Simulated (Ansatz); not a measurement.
According to PBE+D3(BJ) in the plane-wave PAW code Ansatz, Sm in the 9R (Sm type) structure (R-3m) relaxes to a = 3.702 Å, c = 26.995 Å. Sm on 3a has 12 nearest neighbours from 3.68 Å (cuboctahedral); Sm on 6c has 12 nearest neighbours from 3.68 Å (anticuboctahedral).

Electronic character: metallic (no gap). The magnetic state found is ferromagnetic. The net moment is 6.56 μB per atom.

The cell was relaxed with PBE+D3(BJ) under the symmetry of its start. The final state is ferromagnetic, the only order run, not a proven ground state. The 4f shell is in the valence, and the state reached may lie above the lowest one. No Hubbard U is applied. The pairwise dispersion correction was not fitted to metals. Axis ratios of metals converge slowly with the k-mesh, so a and c are less sure than the volume. Scalar-relativistic: spin–orbit coupling is off unless named, which matters more the heavier the elements.

Potentials: the later of the program's two PAW sets.
